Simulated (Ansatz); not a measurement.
SrO:
```xyz
2
Lattice="0.0000 2.5799 2.5799 2.5799 0.0000 2.5799 2.5799 2.5799 0.0000" Properties=species:S:1:pos:R:3 pbc="T T T"
Sr     0.0000     0.0000     0.0000
O      2.5799     2.5799     2.5799
```

x, y and z are the axes in which the lattice vectors are written.

### Question
Give the high-frequency dielectric tensor and the Born effective charge tensors of the independent atoms from DFPT, r²SCAN in the plane-wave PAW code Ansatz.

### Answer

ε∞:
```
3.52  0.00  0.00
0.00  3.52  0.00
0.00  0.00  3.52
```
Z* of atom 1 (Sr), rows: field, columns: displacement, in e:
```
2.41  0.00  0.00
0.00  2.41  0.00
0.00  0.00  2.41
```
Z* of atom 2 (O), rows: field, columns: displacement, in e:
```
-2.41   0.00   0.00
 0.00  -2.41   0.00
 0.00   0.00  -2.41
```

Static charges for comparison (Bader): Sr1 +1.53, O2 -1.53 e. Born charges measure polarisation by displacement and can exceed these by far.

Space group Fm-3m (rock salt). The r²SCAN relaxation kept the symmetry of its start; phonons on a q-mesh show no instability. Spin–orbit coupling is left out wherever it is not named.

Potentials: the later of the program's two PAW sets.
